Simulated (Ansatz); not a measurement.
## Kick test of a cell of ScIn₂Se₂

The cell was found from a proposed guess, not taken from experiment.

Level of theory: DFT PBE, scalar-relativistic, plane waves, PAW (Ansatz 0.2.0). Plane waves to 420 eV, a k mesh through Γ of 12×12×4 on the computed 5-atom cell and Gaussian smearing (0.10 eV); no spin polarisation.

The cell below (5 atoms, space group P-3m1 (No. 164)) is relaxed within its symmetry.

```xyz
5
Lattice="3.7982 0.0000 0.0000 -1.8991 3.2894 0.0000 0.0000 0.0000 11.1013" Properties=species:S:1:pos:R:3 pbc="T T T"
Sc    0.0000    0.0000    0.0000
In    0.0000    0.0000    7.1700
In    0.0000    0.0000    3.9312
Se    1.8991    1.0965    9.5159
Se    0.0000    2.1929    1.5853
```

For the test a repeat of it with 10 atoms (edges 3.80, 3.80, 22.20 Å) was strained at random (σ = 1.5 % a component), the atoms were moved at random (σ = 0.05 Å), and all was relaxed again on a coarse 6×6×1 mesh (in the run’s order of axes) with 0.20 eV smearing, with no symmetry imposed.

An odd number of electrons in the primitive cell allows no gap without spin; a larger cell or a magnetic state could open one.

Question: What happens?

Answer: It doesn't return. The energy falls by 22 meV/atom on that mesh, the volume changes by -4.5 %, and the end has space group R-3m (No. 166) at a loose tolerance. Relaxed again on a 12×12×12 mesh with 0.10 eV smearing, the new structure lies 18 meV/atom below the first (mesh in the axes of the run's cell; the cell below is made exact in the group named). Space group R-3m (No. 166), trigonal, a = 3.806 Å, c = 31.739 Å. Sc has 6 Se at 2.71 Å, 6 Sc at 3.81 Å and 2 In at 3.92 Å; around In lie 3 Se at 3.20 Å, 3 In at 3.52 Å, 6 In at 3.81 Å and 1 Sc at 3.92 Å; Se has 3 Sc at 2.71 Å and 3 In at 3.20 Å.

```cif
data_structure
_symmetry_space_group_name_H-M 'P 1'
_symmetry_Int_Tables_number 1
_cell_length_a 10.8054
_cell_length_b 10.8054
_cell_length_c 10.8054
_cell_angle_alpha 20.287
_cell_angle_beta 20.287
_cell_angle_gamma 20.287
_cell_volume 132.72
loop_
_atom_site_label
_atom_site_type_symbol
_atom_site_fract_x
_atom_site_fract_y
_atom_site_fract_z
_atom_site_occupancy
Sc1 Sc 0.00000 0.00000 0.00000 1
In1 In 0.87661 0.87661 0.87661 1
In2 In 0.12339 0.12339 0.12339 1
Se1 Se 0.61667 0.61667 0.61667 1
Se2 Se 0.38333 0.38333 0.38333 1
```
